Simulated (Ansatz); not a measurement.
Geometry optimisation in Ansatz: input, command and trajectory.

```yaml
crystal:
  lattice:
    - [2.4950876858, 1.440539547, 4.0653791895]
    - [-2.4950876858, 1.440539547, 4.0653791895]
    - [0.0, -2.8810790941, 4.0653791895]
  atoms:
    - { symbol: Al, position: [0.75, 0.75, 0.75] }
    - { symbol: Al, position: [0.25, 0.25, 0.25] }
    - { symbol: P, position: [0.5, 0.5, 0.5] }
    - { symbol: P, position: [0.0, 0.0, 0.0] }
    - { symbol: O, position: [0.225, 0.275, 0.75] }
    - { symbol: O, position: [0.275, 0.75, 0.225] }
    - { symbol: O, position: [0.775, 0.725, 0.25] }
    - { symbol: O, position: [0.25, 0.775, 0.725] }
    - { symbol: O, position: [0.725, 0.25, 0.775] }
    - { symbol: O, position: [0.75, 0.225, 0.275] }
basis:
  ecutwfc: 500
kpoints:
  mp_grid: { grid: [6, 6, 6] }
hamiltonian:
  xc: r2scan
scf:
  occupations: { method: gaussian, width: 0.1 }
  lower_state_search: "off"
output:
  forces: true
  stress: true
  eigenvalues: true
relax:
  adjacent_minimum: "off"
  f_tol: 0.04
  max_steps: 70
  cell: { stress_tol: 0.4 }
```

```bash
ansatz run input.yaml --threads 1 --pin off --max-ram 2560MiB --backend cpu --events-out ev --progress --plain --runs-dir out
```

Method: DFT r2SCAN, scalar-relativistic, plane waves, PAW in Ansatz 0.2.0.

Of 6 frames 6 are shown, positions in Å and forces in eV/Å; the SCF threshold varies from step to step. Steps run on the plane waves of an earlier cell, with a Pulay correction in the pressure. The basis is chosen afresh for the last frame, the zero of the energies, and at times for earlier ones too; energy and pressure can step there, also at an unchanged geometry. Where two frames share a geometry here, they differ by under 2 meV/atom and 0.3 GPa.

```xyz
10
Lattice="2.4951 1.4405 4.0654 -2.4951 1.4405 4.0654 0.0000 -2.8811 4.0654" Properties=species:S:1:pos:R:3:forces:R:3 pbc="T T T" step=1 free_energy_over_end_meV_per_atom=39.24 pressure_GPa=17.34
Al    0.0000    0.0000    9.1471    0.0000    0.0000    0.0000
Al    0.0000    0.0000    3.0490    0.0000    0.0000    0.0000
P     0.0000    0.0000    6.0981    0.0000    0.0000    0.0000
P     0.0000    0.0000    0.0000    0.0000    0.0000    0.0000
O    -0.1248   -1.4405    5.0817    0.0632    0.0000    0.0000
O    -1.1852    0.8283    5.0817   -0.0316   -0.0547    0.0000
O     0.1248    1.4405    7.1144   -0.0632    0.0000    0.0000
O    -1.3099   -0.6122    7.1144    0.0316   -0.0547    0.0000
O     1.1852   -0.8283    7.1144    0.0316    0.0547    0.0000
O     1.3099    0.6122    5.0817   -0.0316    0.0547    0.0000
10
Lattice="2.5208 1.4554 4.1283 -2.5208 1.4554 4.1283 0.0000 -2.9107 4.1283" Properties=species:S:1:pos:R:3:forces:R:3 pbc="T T T" step=2 free_energy_over_end_meV_per_atom=12.80 pressure_GPa=9.24
Al    0.0000    0.0000    9.2887    0.0000    0.0000    0.0000
Al    0.0000    0.0000    3.0962    0.0000    0.0000    0.0000
P     0.0000    0.0000    6.1925    0.0000    0.0000    0.0000
P     0.0000    0.0000    0.0000    0.0000    0.0000    0.0000
O    -0.1153   -1.4554    5.1604    0.0197    0.0000    0.0000
O    -1.2027    0.8275    5.1604   -0.0099   -0.0171    0.0000
O     0.1153    1.4554    7.2245   -0.0197    0.0000    0.0000
O    -1.3180   -0.6278    7.2245    0.0099   -0.0171    0.0000
O     1.2027   -0.8275    7.2245    0.0099    0.0171    0.0000
O     1.3180    0.6278    5.1604   -0.0099    0.0171    0.0000
10
Lattice="2.5601 1.4781 4.1772 -2.5601 1.4781 4.1772 0.0000 -2.9561 4.1772" Properties=species:S:1:pos:R:3:forces:R:3 pbc="T T T" step=3 free_energy_over_end_meV_per_atom=0.78 pressure_GPa=0.95
Al    0.0000    0.0000    9.3987    0.0000    0.0000    0.0000
Al    0.0000    0.0000    3.1329    0.0000    0.0000    0.0000
P     0.0000    0.0000    6.2658    0.0000    0.0000    0.0000
P     0.0000    0.0000    0.0000    0.0000    0.0000    0.0000
O    -0.1078   -1.4781    5.2215   -0.0164    0.0000    0.0000
O    -1.2261    0.8324    5.2215    0.0082    0.0142    0.0000
O     0.1078    1.4781    7.3101    0.0164    0.0000    0.0000
O    -1.3339   -0.6457    7.3101   -0.0082    0.0142    0.0000
O     1.2261   -0.8324    7.3101   -0.0082   -0.0142    0.0000
O     1.3339    0.6457    5.2215    0.0082   -0.0142    0.0000
10
Lattice="2.5623 1.4793 4.1827 -2.5623 1.4793 4.1827 0.0000 -2.9587 4.1827" Properties=species:S:1:pos:R:3:forces:R:3 pbc="T T T" step=4 free_energy_over_end_meV_per_atom=0.46 pressure_GPa=0.54
Al    0.0000    0.0000    9.4111    0.0000    0.0000    0.0000
Al    0.0000    0.0000    3.1370    0.0000    0.0000    0.0000
P     0.0000    0.0000    6.2741    0.0000    0.0000    0.0000
P     0.0000    0.0000    0.0000    0.0000    0.0000    0.0000
O    -0.1231   -1.4793    5.2284   -0.0248    0.0000    0.0000
O    -1.2196    0.8462    5.2284    0.0124    0.0215    0.0000
O     0.1231    1.4793    7.3198    0.0248    0.0000    0.0000
O    -1.3427   -0.6331    7.3198   -0.0124    0.0215    0.0000
O     1.2196   -0.8462    7.3198   -0.0124   -0.0215    0.0000
O     1.3427    0.6331    5.2284    0.0124   -0.0215    0.0000
10
Lattice="2.5617 1.4790 4.1962 -2.5617 1.4790 4.1962 0.0000 -2.9580 4.1962" Properties=species:S:1:pos:R:3:forces:R:3 pbc="T T T" step=5 free_energy_over_end_meV_per_atom=0.34 pressure_GPa=0.09
Al    0.0000    0.0000    9.4415    0.0000    0.0000    0.0000
Al    0.0000    0.0000    3.1472    0.0000    0.0000    0.0000
P     0.0000    0.0000    6.2943    0.0000    0.0000    0.0000
P     0.0000    0.0000    0.0000    0.0000    0.0000    0.0000
O    -0.1253   -1.4790    5.2453   -0.0315    0.0000    0.0000
O    -1.2182    0.8480    5.2453    0.0157    0.0273    0.0000
O     0.1253    1.4790    7.3434    0.0315    0.0000    0.0000
O    -1.3435   -0.6310    7.3434   -0.0157    0.0273    0.0000
O     1.2182   -0.8480    7.3434   -0.0157   -0.0273    0.0000
O     1.3435    0.6310    5.2453    0.0157   -0.0273    0.0000
10
Lattice="2.5617 1.4790 4.1962 -2.5617 1.4790 4.1962 0.0000 -2.9580 4.1962" Properties=species:S:1:pos:R:3:forces:R:3 pbc="T T T" step=6 free_energy_over_end_meV_per_atom=0.00 pressure_GPa=0.05
Al    0.0000    0.0000    9.4415    0.0000    0.0000    0.0000
Al    0.0000    0.0000    3.1472    0.0000    0.0000    0.0000
P     0.0000    0.0000    6.2943    0.0000    0.0000    0.0000
P     0.0000    0.0000    0.0000    0.0000    0.0000    0.0000
O    -0.1253   -1.4790    5.2453   -0.0315    0.0000    0.0000
O    -1.2182    0.8480    5.2453    0.0157    0.0273    0.0000
O     0.1253    1.4790    7.3434    0.0315    0.0000    0.0000
O    -1.3435   -0.6310    7.3434   -0.0157    0.0273    0.0000
O     1.2182   -0.8480    7.3434   -0.0157   -0.0273    0.0000
O     1.3435    0.6310    5.2453    0.0157   -0.0273    0.0000
```

The start puts this composition into another compound's structure type, which needn't suit it. At the end the space group is R-3c (tolerance 0.05 Å).

Time: 110 s on 1 thread of Arm Neoverse V1, with other jobs on the host, peak memory 0.69 GiB.

The k mesh is coarse.